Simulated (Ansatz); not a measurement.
# Data sheet: InP (DFT)

InP:
Space group P6₃/mmc (No. 194); a = b = 3.884 Å, c = 6.614 Å, α = β = 90.00°, γ = 120.00°

```csv
atom,site,symmetry,x,y,z
In,2a,-3m.,0.0000,0.0000,0.0000
P,2c,-6m2,0.3333,0.6667,0.2500
```

Space group P6_3/mmc (No. 194), NiAs type; conventional cell a = b = 3.884 Å, c = 6.614 Å, α = β = 90.00°, γ = 120.00°.

Method: plane-wave PAW PBE (Ansatz code). The cell and atoms are relaxed at this level. Other levels are named where they apply.

Cell and energy:

Volume per atom: 21.60 Å³
Density: 5.60 g/cm³
Formation energy from the elements (no fitted shifts): 0.059 eV/atom

Electronic structure:

Electronic character: metallic (no gap)
Density of states at the Fermi level: 0.37 states/eV per atom (mean over ±0.08 eV)
Gap with spin–orbit coupling: none (metallic)

Mechanics:

- Bulk modulus (Birch–Murnaghan fit): 70.9 GPa
- Pressure derivative B′: 4.9

The start of the workflow was typed in or built on a structure type; neither database checked (COD, Materials Project) lists it. It is not the phase usual at ambient conditions (space group No. 216). The PBE relaxation kept the symmetry of its start; whether a distortion lowers the energy is not shown. The references are the lowest solids computed at this level, not always the standard phases. Scalar-relativistic: spin–orbit coupling is off unless named, which matters more the heavier the elements.

Potentials: the earlier of the program's two PAW sets.
